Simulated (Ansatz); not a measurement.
## Relaxing a structure of CoPdO2

The start is a generated cell, CoPdO2 placed in the delafossite structure type. The cell and all atomic positions are relaxed at zero pressure with PBEsol (plane waves to 420 eV, PAW, scalar-relativistic; Ansatz, a quantum-chemistry and plane-wave program). The first steps use a coarse 9×9×9 k-mesh.

Input geometry:
```yaml
crystal:
  lattice:
    - [1.52652, 0.88134, 5.75601]
    - [-1.52652, 0.88134, 5.75601]
    - [0.00000, -1.76267, 5.75601]
  atoms:
    - { symbol: Pd, position: [0.00000, 0.00000, 0.00000] }
    - { symbol: Co, position: [0.50000, 0.50000, 0.50000] }
    - { symbol: O, position: [0.10660, 0.10660, 0.10660] }
    - { symbol: O, position: [0.89340, 0.89340, 0.89340] }
```
Spin-polarised start, with parallel moments on Co.

Problem. How large is the pressure on the unrelaxed cell, and of which sign?

Solution. -14 GPa (negative: the cell is under tension).

Problem. What is the largest force in the starting geometry, and on which atom (counted from 1)?

Solution. About 4.2 eV/Å, on O3, O4 (atoms numbered as listed).

Problem. How much energy is released per atom?

Solution. 0.30 eV/atom.

Problem. How does the volume change?

Solution. -13.2 %, from 11.62 to 10.08 Å³/atom.

Problem. How do the shortest distances between atoms change?

Solution. The closest pairs of elements (up to four, under 3.6 Å), start → end: O–Pd 1.84 → 1.99 Å; Co–O 2.05 → 1.88 Å; O–O 2.72 → 2.51 Å; Pd–Pd 3.05 → 2.81 Å.

Problem. What band gap does the relaxed structure have at this level?

Solution. Zero (metallic).

Problem. Give the final cell and atomic positions.

Solution. 
```cif
data_Co3O6Pd3
_chemical_formula_sum 'Pd3 Co3 O6'
_space_group_name_H-M_alt 'R-3m :H'
_space_group_IT_number 166
_space_group_name_Hall '-R 3 2"'
_cell_length_a 2.81483
_cell_length_b 2.81483
_cell_length_c 17.63235
_cell_angle_alpha 90.000
_cell_angle_beta 90.000
_cell_angle_gamma 120.000
loop_
_atom_site_label
_atom_site_type_symbol
_atom_site_symmetry_multiplicity
_atom_site_Wyckoff_symbol
_atom_site_fract_x
_atom_site_fract_y
_atom_site_fract_z
_atom_site_occupancy
Pd1 Pd 3 a 0.00000 0.00000 0.00000 1
Co1 Co 3 b 0.00000 0.00000 0.50000 1
O1 O 6 c 0.00000 0.00000 0.11259 1
```
(The calculation used a cell of 4 atoms; values per cell refer to that cell.)

The space group stays R-3m (No. 166) (the run could not lower it), with 4 atoms in the primitive cell. Final values are on a 17×17×17 k-mesh of the relaxed cell. No spin polarisation in the result: the starting moments vanished. The relaxed primitive cell holds an odd number of electrons. A magnetic state may lie lower. The d or f electrons are treated with no Hubbard U. A magnetic insulating state can be missed without it.

The run could not lose the symmetry of its start.

The first start was generated by placing the elements on the sites of a structure type. Materials Project lists a structure of CoPdO2 in the same space group, R-3m (No. 166); the sites were not compared with it, nor with measured phases.
